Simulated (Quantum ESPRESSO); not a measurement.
Strain and stress in Hf2In2RhTi2Zr

Calculated results; nothing here was measured. They come from Quantum ESPRESSO 7.5, a public plane-wave density functional program. Each row is one single-point run on a made-up periodic cell of eight metal atoms, with elements, volume, strain and displacements drawn at random and not relaxed, so a cell may be unstable or far from any real phase. There is no spin polarisation or spin-orbit coupling.

Settings: PBE unless stated; PseudoDojo standard norm-conserving files; Fermi-Dirac width 0.25 eV, which means electrons at about 2900 K; cutoff 1197 eV; 5 x 5 x 4 k mesh shifted half a step off Gamma. E is the free energy of the whole cell (internal energy minus TS), so a -TS column is already part of it. Stress is positive in tension, and the pressure P is minus a third of its trace.

Checks: one run of this series was repeated at a higher cutoff and on a denser mesh, which moved values by no more than 0.002 eV, 0.02 GPa and 0.003 eV/Å, and a second program with other atomic files agreed on it to 2 % rms in force and 0.5 GPa in pressure. Known limits: heavy elements are run without spin-orbit coupling, which real alloys of them have; a spin test at this wide smearing found no moment, but such smearing suppresses magnetism that the real alloy may have.

The lattice is hexagonal close-packed, and the cell vectors in Å are (4.716, -2.683, 0.080); (-3.204, 0.050, -5.276); (3.125, 5.333, -0.004), a volume of 175.59 Å³ in run 4. The elements on sites 1 to 8 are Hf Hf In Ti Zr Rh Ti In. Each run adds the same stretch e on all three axes to one drawn cell, with the atoms carried along. E is counted from run 4.

```
run,e (%),s_xx (GPa),s_yy (GPa),s_zz (GPa),s_xy (GPa),P (GPa),E (meV)
1,-1.76,3.01,2.41,5.41,1.02,-3.61,-328.6
2,-1.09,4.80,4.23,7.05,1.00,-5.36,-232.4
3,-0.22,?,?,?,?,?,?
4,-0.01,7.33,6.81,9.35,0.97,-7.83,0.0
5,0.35,8.09,7.58,10.04,0.96,-8.57,97.3
6,0.65,8.69,8.19,10.58,0.95,-9.15,185.5
7,2.12,11.25,10.81,12.85,0.89,-11.63,704.2
```

## Worked fit

A parabola through the runs shown gives P = -7.85 - 2.122 e + 0.160 e² GPa with e in per cent, an error of 0.004 on the linear term and a scatter of 0.01 GPa. The atoms are clamped and the cell is already under stress, so the slope belongs to this path and is not an elastic constant of a real alloy.

## Withheld run

Question: what P should run 3 give?

The fit gives -7.38 ± 0.01 GPa. The calculation gave -7.38 GPa.
